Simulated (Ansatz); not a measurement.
**Mn3Sn: computed property card**

Mn₃Sn:
```yaml
crystal:
  lattice:
    - [5.38773, 0.00000, 0.00000]
    - [-2.69386, 4.66591, 0.00000]
    - [0.00000, 0.00000, 8.50868]
  atoms:
    - { symbol: Mn, position: [0.84924, 0.69848, 0.86949] }
    - { symbol: Mn, position: [0.15076, 0.84924, 0.13051] }
    - { symbol: Mn, position: [0.30152, 0.15076, 0.86949] }
    - { symbol: Mn, position: [0.15076, 0.30152, 0.13051] }
    - { symbol: Mn, position: [0.84924, 0.15076, 0.86949] }
    - { symbol: Mn, position: [0.69848, 0.84924, 0.13051] }
    - { symbol: Sn, position: [0.33333, 0.66667, 0.88131] }
    - { symbol: Sn, position: [0.66667, 0.33333, 0.11869] }
    - { symbol: Mn, position: [0.84924, 0.69848, 0.36949] }
    - { symbol: Mn, position: [0.15076, 0.84924, 0.63051] }
    - { symbol: Mn, position: [0.30152, 0.15076, 0.36949] }
    - { symbol: Mn, position: [0.15076, 0.30152, 0.63051] }
    - { symbol: Mn, position: [0.84924, 0.15076, 0.36949] }
    - { symbol: Mn, position: [0.69848, 0.84924, 0.63051] }
    - { symbol: Sn, position: [0.33333, 0.66667, 0.38131] }
    - { symbol: Sn, position: [0.66667, 0.33333, 0.61869] }
```
The run is spin-polarised; directions of the spins, atom by atom: ↑ ↑ ↑ ↑ ↑ ↑ 0 0 ↓ ↓ ↓ ↓ ↓ ↓ 0 0.

Space group P-3m1 (No. 164); conventional cell a = b = 5.388 Å, c = 4.254 Å, α = β = 90.00°, γ = 120.00°.

Method: PBEsol (plane waves, PAW; program Ansatz). Structure relaxed to zero pressure with the same functional. Other levels are named where they apply.

### Cell and energy

```yaml
volume_per_atom: 13.37 Å³
density: 8.80 g/cm³
Formation energy from the elements (no fitted shifts): 0.17 eV/atom
```

### Electronic structure

```yaml
electronic_character: metallic (no gap)
Density of states at the Fermi level: 0.73 states/eV per atom (mean over ±0.08 eV)
```

### Magnetism

```yaml
magnetic_order: antiferromagnetic
net_moment: 0.00 μB per atom
```

### Mechanics

```yaml
Bulk modulus (Birch–Murnaghan fit): 1590 kbar
Pressure derivative B′: 5.4
```

The workflow started from an entry of the Crystallography Open Database (COD); the relaxed space group is not among those it files for this formula. COD files the formula under space group No. 194. Its standing as an ambient phase is unchecked. The cell was relaxed with PBEsol under the symmetry of its start, as lowered by the spin order; whether a distortion lowers the energy is not shown. The final state is antiferromagnetic, chosen from 5 collinear starts compared on coarse meshes (ties went to the first, and starts can fall back to one state), not a proven ground state. The volume moved by -15 % from the start of the relaxation. Its formation energy is positive at this level, so the cell may be metastable or incomplete. The volume fell by over 15 % from the filed cell, which may lack light atoms or belong to other conditions. Point labels and valley counts follow the cell and symmetry of the run, lower than the named group. Axis ratios of metals converge slowly with the k-mesh, so a and c are less sure than the volume. The references are the lowest solids computed at this level, not always the standard phases. Scalar-relativistic: spin–orbit coupling is off unless named, which matters more the heavier the elements.

Potentials: the later of the program's two PAW sets.
